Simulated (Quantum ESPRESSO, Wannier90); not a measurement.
**Wannier functions of TlCl (CsCl type)**

```xyz
2
Lattice="3.8375 0.0000 0.0000 0.0000 3.8375 0.0000 0.0000 0.0000 3.8375" Properties=species:S:1:pos:R:3 pbc="T T T"
Tl     0.0000     0.0000     0.0000
Cl     1.9187     1.9187     1.9187
```

Structure: Materials Project mp-23167, symmetrised, not relaxed again. COD (Crystallography Open Database) has an entry of this formula and space group (matched by these alone). Computed values, not measurements, from LDA: Quantum ESPRESSO (norm-conserving PseudoDojo potentials, cutoff 50 Ry, no spin polarisation, no spin-orbit coupling) on a Γ-centred 8×8×8 mesh, then Wannier90. Density: 8×8×8 mesh, cold smearing 0.01 Ry. Spin-orbit coupling is left out although heavy elements are present.

Bands 7-10 form an isolated set from -5.55 to 0.00 eV relative to the valence-band maximum (on the path) and are turned into 4 Wannier functions by minimising the spread from the start: atomic waves Cl 3p, Tl 6s.

### Question
Where do the functions sit, how wide are they and what are they made of?

### Answer
```csv
functions,spread (Å²),"nearest atom, distance (Å)","second atom, distance (Å)",weight on atomic waves
1,2.30,Tl 0.00,Cl 3.32,"Tl 6s 92 %, Tl 6p 5 %"
3,1.92,Cl 0.00,Tl 3.32,"Cl 3p 89 %, Tl 6p 10 %"
```

Ω_I = 7.98 Å², Ω_total = 8.07 Å²; the interpolated bands follow pw.x to 1.3 meV rms on the path. Only this start was tried; a symmetric start can stop on a saddle, and mixtures of these functions could lower the total by at most Ω_total − Ω_I.
